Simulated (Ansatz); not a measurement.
Here is an unrelaxed guess for Lu₃TiN.

```cif
data_structure
_symmetry_space_group_name_H-M 'Pm-3m'
_symmetry_Int_Tables_number 221
_cell_length_a 4.5893
_cell_length_b 4.5893
_cell_length_c 4.5893
_cell_angle_alpha 90.000
_cell_angle_beta 90.000
_cell_angle_gamma 90.000
_cell_volume 96.66
loop_
_atom_site_label
_atom_site_type_symbol
_atom_site_symmetry_multiplicity
_atom_site_Wyckoff_symbol
_atom_site_fract_x
_atom_site_fract_y
_atom_site_fract_z
_atom_site_occupancy
Lu1 Lu 3 c 0.50000 0.00000 0.50000 1
Ti1 Ti 1 a 0.00000 0.00000 0.00000 1
N1 N 1 b 0.50000 0.50000 0.50000 1
```

The calculation used DFT PBE, scalar-relativistic, plane waves, PAW (Ansatz). Settings: cutoff 420 eV, Γ-centred mesh 4×4×4 on the computed 5-atom cell, Gaussian smearing of 0.10 eV; collinear spin from starting moments 0.0 0.0 0.0 1.0 0.0 μB.

The zero of energy is the elements' standard structures at the same level (N₂ as a molecule); no fitted shifts are applied.

**Question.** What does a single point on this coarse mesh give?

**Answer.** The pressure is 7.4 GPa (it wants to expand), the largest force is 0.00 eV/Å (symmetry fixes the atoms), and the energy is −0.44 eV/atom against the elements. The shortest distance is 2.29 Å.

**Question.** Is it a good guess?

**Answer.** A fair one: relaxing gains under 0.1 eV/atom (the start's value is from the coarse mesh, so the gain is rough) in 6 ionic steps and ends at −0.48 eV/atom on the finer mesh. The symmetry stays Pm-3m (No. 221). The end has the antiperovskite type. The volume per atom grows by 8.8 %, from 19.3 to 21.0 Å³. The shortest distance goes from 2.29 Å (Lu–N) to 2.36 Å (Lu–N). Conventional cell: a = 4.720 Å. Lu has 2 N at 2.36 Å, 4 Ti at 3.34 Å and 8 Lu at 3.34 Å; Ti is surrounded by 12 Lu at 3.34 Å; N has 6 Lu at 2.36 Å.

The last run used collinear spin, an 8×8×8 mesh for its 5-atom cell and Gaussian smearing of 0.10 eV. Another magnetic order may lie lower. The relaxation can't lower the symmetry of the start, and the grade says only how near the guess is to its own end. A structure relaxed within its symmetry needn't be a true minimum.
